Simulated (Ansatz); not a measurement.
Relaxation of a generated cell, TiTe2 built in the pyrite structure type; 12 atoms in the cell, which starts as Pa-3 (No. 205), cP12; a = b = c = 7.3468 Å, α = β = γ = 90.00°. Method: PBEsol (plane waves to 420 eV, PAW, scalar-relativistic; Ansatz, an electronic-structure program). Γ-centred k-mesh 3×3×3 on the run's cell (coarser than for final values), Fermi–Dirac smearing 0.05 eV. This is the first round of the run. 

The optimiser's lines from the output (shortened; P is positive under compression):

```
relax step   1: F+E_penalty+E_count = -65108.56488667 eV  Δ(F+E_penalty+E_count) = +0.000e0 eV  max|allowed force component| = 5.876e-1 eV/Å  Δτ_max = 0.0000 Å  P = -9.487 GPa  Ω = 396.546 Å³  (8 SCF iters, dr2 threshold 1.00e-7 eV, accepted)
relax step   2: F+E_penalty+E_count = -65112.11756060 eV  Δ(F+E_penalty+E_count) = -3.553e0 eV  max|allowed force component| = 4.501e-1 eV/Å  Δτ_max = 0.1088 Å  P = -5.836 GPa  Ω = 341.332 Å³  (7 SCF iters, dr2 threshold 1.20e-6 eV, accepted)
relax step   3: F+E_penalty+E_count = -65113.16063709 eV  Δ(F+E_penalty+E_count) = -1.043e0 eV  max|allowed force component| = 2.564e-2 eV/Å  Δτ_max = 0.1900 Å  P = +4.401 GPa  Ω = 290.766 Å³  (7 SCF iters, dr2 threshold 1.20e-6 eV, accepted)
relax step   4: F+E_penalty+E_count = -65113.34328772 eV  Δ(F+E_penalty+E_count) = -1.827e-1 eV  max|allowed force component| = 5.029e-3 eV/Å  Δτ_max = 0.0106 Å  P = +1.350 GPa  Ω = 301.123 Å³  (6 SCF iters, dr2 threshold 1.20e-6 eV, accepted)
relax step   5: F+E_penalty+E_count = -65113.36448903 eV  Δ(F+E_penalty+E_count) = -2.120e-2 eV  max|allowed force component| = 6.535e-3 eV/Å  Δτ_max = 0.0071 Å  P = +0.097 GPa  Ω = 306.059 Å³  (6 SCF iters, dr2 threshold 1.20e-6 eV, accepted)
relax step   6: F+E_penalty+E_count = -65113.36468023 eV  Δ(F+E_penalty+E_count) = -1.912e-4 eV  max|allowed force component| = 2.632e-4 eV/Å  Δτ_max = 0.0030 Å  P = -0.001 GPa  Ω = 306.441 Å³  (6 SCF iters, dr2 threshold 2.35e-8 eV, accepted)
relax step   7: F+E_penalty+E_count = -65113.35541678 eV  Δ(F+E_penalty+E_count) = +9.263e-3 eV  max|allowed force component| = 2.593e-4 eV/Å  Δτ_max = 0.0000 Å  P = -0.011 GPa  Ω = 306.441 Å³  stress off target by 1.12e-2 GPa  SCF on the basis re-selected at this cell (its energy is not comparable with the rows above)  (7 SCF iters)
```

From the first to the last row the energy changes by -0.40 eV/atom and the volume by -22.7 %. The last row is marked as not comparable with the walk above it, whose basis was carried along; it does compare with step 1, since both stand on a basis selected at the nominal cutoff for their own cell.

Later rounds, restarted from the end of this one on a renewed k-mesh, logged 4 more steps and released under 0.01 eV/atom more. The final structure after all rounds: Pa-3 (No. 205), cP12; a = 6.744 Å, b = 6.744 Å, c = 6.744 Å, α = 90.00°, β = 90.00°, γ = 90.00°. Between re-selections the logged energies stand on a plane-wave basis carried along with the cell. No spin polarisation in the result. A magnetic state may lie lower.

The run could not lose the symmetry of its start: the end is stationary, and may be a saddle point rather than a minimum.

The relaxed structure here is a generated cell of TiTe2: the first start was made by placing the elements on the sites of a structure type, and the end was not matched to a known phase here, so it may be hypothetical. Known forms of TiTe2 include space group No. 164.
